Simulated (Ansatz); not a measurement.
The relaxed structure here is a generated cell of La: the first start was made by a random draw of sites in a space group, and the end was not matched to a known phase here, so it may be hypothetical. Known forms of La include space group No. 194.

One stationary structure of La. Space group P6/mmm (No. 191), AFLOW prototype A_hP1_191_a (A_f, as in Sn). The numbers are results of PBE (plane waves to 420 eV, PAW, scalar-relativistic; Ansatz, an electronic-structure program), not measurements.

```cif
data_La
_chemical_formula_sum 'La1'
_space_group_name_H-M_alt 'P6/mmm'
_space_group_IT_number 191
_space_group_name_Hall '-P 6 2'
_cell_length_a 3.50257
_cell_length_b 3.50257
_cell_length_c 3.47265
_cell_angle_alpha 90.000
_cell_angle_beta 90.000
_cell_angle_gamma 120.000
loop_
_atom_site_label
_atom_site_type_symbol
_atom_site_symmetry_multiplicity
_atom_site_Wyckoff_symbol
_atom_site_fract_x
_atom_site_fract_y
_atom_site_fract_z
_atom_site_occupancy
La1 La 1 a 0.00000 0.00000 0.00000 1
```

- Volume per atom = 36.89 Å³
- Band gap = zero (metallic)
- Shortest distances = La–La 3.47 Å
- k-mesh = 15×15×13

Band energies at high-symmetry points (eV from the Fermi level; labels of this space group; no spin-orbit coupling), from −5 eV up to 1.3 eV:

```tsv
point	energies
Γ	-2.91 -0.94 1.27
M	-1.72 0.17 1.32
K	0.40 1.01 1.01
A	-0.97 0.94
L	-2.02 -0.74
H	-0.99 -0.99
```

No spin polarisation in the result.

The run could not lose the symmetry of its start: the end is stationary, and may be a saddle point rather than a minimum.
